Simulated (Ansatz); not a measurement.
Sr4GeN4, one structure, two calculations

Cell: a Materials Project structure (computed, not necessarily an observed phase) whose atoms were relaxed with PBE, the cell held.

Space group P-1 (No. 2); a = 6.7666, b = 6.8868, c = 8.5764 Å, α = 82.30°, β = 74.16°, γ = 60.71°.

```csv
site,Wyckoff,site symmetry,x,y,z
Sr1,2i,1,0.3829,0.2052,0.8670
Sr3,2i,1,0.7631,0.2738,0.0561
Sr5,2i,1,0.4639,0.2733,0.4435
Sr7,2i,1,0.0877,0.7934,0.3673
Ge,2i,1,0.1243,0.2519,0.2500
N11,2i,1,0.2769,0.0396,0.4086
N13,2i,1,0.1825,0.0398,0.0919
N15,2i,1,0.2889,0.4199,0.1600
N17,2i,1,0.2073,0.5773,0.6603
```

One atom of each set is listed.

First run. Computed with Ansatz: DFT, PBE, plane waves and PAW, scalar-relativistic, 420 eV cutoff, Γ-centred 5×5×4 k-points, Fermi–Dirac smearing 0.02 eV.

```
site  V_zz (10²¹ V/m²)     η
 Sr1              9.82  0.67
 Sr3              7.40  0.80
 Sr5              7.28  0.76
 Sr7              9.80  0.69
  Ge             -2.27  0.93
 N11              3.70  0.34
 N13              3.68  0.35
 N15              3.45  0.07
 N17              3.45  0.06
```

Second run. The same atoms and settings, except that the functional is r2SCAN and the cutoff is 500 eV.

(1) Given the first result, estimate the second.

Answers

(1) 

```
site   V_zz     η  change of V_zz
 Sr1  10.22  0.67           +0.40
 Sr3   7.74  0.79           +0.34
 Sr5   7.61  0.76           +0.33
 Sr7  10.20  0.69           +0.40
  Ge  -2.26  0.87           +0.01
 N11   3.84  0.35           +0.14
 N13   3.81  0.37           +0.13
 N15   3.60  0.07           +0.15
 N17   3.60  0.06           +0.15
```

The largest change of V_zz is on Sr1, from 9.82 to 10.22. In per cent, |V_zz| changes by +4 to +5 on Sr, 0 on Ge, +4 on N (all sites that start above 0.5).

For the first run: Without spin–orbit coupling (the program notes it for Sr) the gradients can shift somewhat, as the gap is small.
For the second run: The largest force is 0.3 eV/Å, so the atoms aren't at the calculated equilibrium and relaxing them would move these values. Without spin–orbit coupling (the program notes it for Sr) the gradients are little affected as a rule: paired runs on crystals with a gap mostly move them by under 2 % at such atoms.
